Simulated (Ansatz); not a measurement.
ZrSiS (space group P4/nmm)

```xyz
6
Lattice="3.5189 0.0000 0.0000 0.0000 3.5189 0.0000 0.0000 0.0000 8.0287" Properties=species:S:1:pos:R:3 pbc="T T T"
Zr     0.0000     1.7594     5.8536
Zr     1.7594     0.0000     2.1751
Si     0.0000     0.0000     0.0000
Si     1.7594     1.7594     0.0000
S      1.7594     0.0000     4.9823
S      0.0000     1.7594     3.0464
```

This relaxed cell (volume V₀) is scaled evenly in all directions, its shape held. The atoms relax within the cell's symmetry.

All values below come from PBEsol (plane waves to 420 eV, PAW, scalar-relativistic; Ansatz, a first-principles code). k mesh 13×13×6 (Γ-centred), Fermi-Dirac smearing 0.05 eV. Compression counts positive. ZrSiS is run without spin polarisation. ZrSiS was relaxed with its symmetry unable to fall.

At one point of the scan the stress tensor (GPa) is:

```
   -2.8      0.0      0.0
    0.0     -2.8      0.0
    0.0      0.0     -2.5
```

Q: Which point is it?
A. V/V₀ = 1.060
B. V/V₀ = 1.100
C. V/V₀ = 1.020
D. V/V₀ = 1.080

A: C, V/V₀ = 1.020

(A scan under strain: stresses follow from slopes of the energy per volume, elastic moduli from its curvatures.)
